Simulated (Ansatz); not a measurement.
ZnSe (zinc blende): values from a third-order Birch-Murnaghan fit to a volume scan beside measured ones. Computed values: r2SCAN (plane waves to 500 eV, PAW, scalar-relativistic; Ansatz, an electronic-structure program). The PAW data are Ansatz's earlier set. ZnSe was relaxed with its symmetry unable to fall.

```tsv
quantity	reference	kind	r2SCAN	difference
Lattice constant a (Å)	5.6676	measured, room temperature or unstated	5.666	+0.0 %
Bulk modulus B₀ (GPa)	62.4	measured, room temperature or unstated	65.2	+4.4 %
```

References as given in: Martin Albrecht, Beate Paulus, Hermann Stoll, Physical review. B, Condensed matter (1997), arXiv:cond-mat/9706128; Cormac Toher, Corey Oses, Jose J. Plata et al., Physical Review Materials (2017), arXiv:1611.05714. Values not taken to low temperature hold thermal and zero-point shifts that a static calculation lacks, so small differences there are no errors of the method.

(A scan under strain: stresses follow from slopes of the energy per volume, elastic moduli from its curvatures.)
